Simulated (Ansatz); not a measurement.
PdSeO3:
```yaml
crystal:
  lattice:
    - [3.44379, 3.44259, 0.00000]
    - [-3.44379, 3.44259, 0.00000]
    - [-3.29908, 0.00000, 5.90901]
  atoms:
    - { symbol: Pd, position: [0.00000, 0.50000, 0.00000] }
    - { symbol: Pd, position: [0.50000, 0.00000, 0.00000] }
    - { symbol: Se, position: [0.32612, 0.67388, 0.63116] }
    - { symbol: Se, position: [0.67388, 0.32612, 0.36884] }
    - { symbol: O, position: [0.57098, 0.03322, 0.29504] }
    - { symbol: O, position: [0.42902, 0.96678, 0.70496] }
    - { symbol: O, position: [0.03322, 0.57098, 0.70496] }
    - { symbol: O, position: [0.96678, 0.42902, 0.29504] }
    - { symbol: O, position: [0.39120, 0.60880, 0.13850] }
    - { symbol: O, position: [0.60880, 0.39120, 0.86150] }
```

Relaxed with LDA. Independent-particle spectrum: no excitons, no local fields, no scissors shift; 0.1 eV broadening; ε₁ of the summed bands alone.

Q: Tabulate the dielectric function from the program Ansatz at the LDA level (PAW).

A: 

```csv
E (eV),ε₁ xx,ε₂ xx,ε₁ yy,ε₂ yy,ε₁ zz,ε₂ zz
0.0,5.88,0.00,7.73,0.00,5.61,0.00
0.4,5.95,0.00,7.83,0.00,5.64,0.00
0.8,6.20,0.04,8.22,0.04,5.77,0.00
1.2,6.57,0.18,8.92,0.24,6.05,0.04
1.6,7.16,0.72,10.29,0.81,6.39,0.26
2.0,6.91,2.64,10.69,6.53,6.50,1.05
2.4,6.08,2.56,7.13,5.42,6.58,1.24
2.8,6.00,3.06,6.27,5.71,6.50,1.20
3.2,6.49,2.58,6.67,3.90,7.08,1.45
3.6,6.26,3.98,5.35,5.67,8.92,1.15
4.0,4.92,4.46,4.90,4.90,10.25,5.80
4.4,4.32,4.89,4.96,6.50,4.82,8.20
4.8,3.13,4.53,3.27,5.89,3.46,8.62
5.2,3.50,3.43,2.89,4.87,1.32,6.27
5.6,3.46,5.05,3.15,4.68,1.33,4.69
6.0,2.34,4.46,2.91,5.51,1.52,4.49
6.4,2.36,4.34,2.33,5.01,0.96,3.95
6.8,1.45,3.93,2.53,4.50,1.45,4.54
7.2,2.91,3.56,2.14,5.93,0.56,3.73
7.6,1.72,4.70,0.81,6.25,1.00,3.15
8.0,0.38,3.88,0.18,4.47,0.53,2.58
8.4,0.32,3.32,0.31,4.62,0.80,2.56
8.8,0.14,2.71,-1.32,4.76,0.87,2.14
9.2,0.09,2.06,-1.30,3.19,0.90,2.31
9.6,0.68,1.67,-0.98,2.31,0.97,1.85
10.0,1.10,1.29,-0.49,1.52,1.75,1.33
10.4,1.81,1.48,0.28,1.46,2.40,2.33
10.8,2.21,2.16,0.64,1.49,2.34,3.84
11.2,1.64,2.44,0.82,1.73,0.32,3.41
11.6,1.66,2.55,1.29,1.62,-0.01,2.43
12.0,1.27,3.17,1.35,2.30,0.28,1.83
```

Q: From ε at 1.7 eV (xx: 7.41 + 0.92i), find n, k, the normal reflectivity and the absorption coefficient.

A: n = 2.73, k = 0.169, R = 22 %, α = 2kE/ħc = 29000 cm⁻¹.

With all bands, ε∞ without local fields is 6.13 (xx), 7.95 (yy), 5.84 (zz). DFPT, with local fields, gives 5.51 (xx), 7.16 (yy), 4.78 (zz).

Space group C2/m. The first step of the workflow began from a Materials Project structure, measured or hypothetical; the Crystallography Open Database copy checked does not list it. COD files the formula under space group No. 11. Whether it is the stable phase at ambient conditions was not checked. The cell was relaxed with LDA under the symmetry of its start; its stability against distortions is not shown here. No spin polarisation was allowed. A crystal of weakly bound layers computed without a dispersion correction: the cell and the soft elastic constants depend strongly on that. Spin–orbit coupling is left out wherever it is not named.

Potentials: the later of the program's two PAW sets.
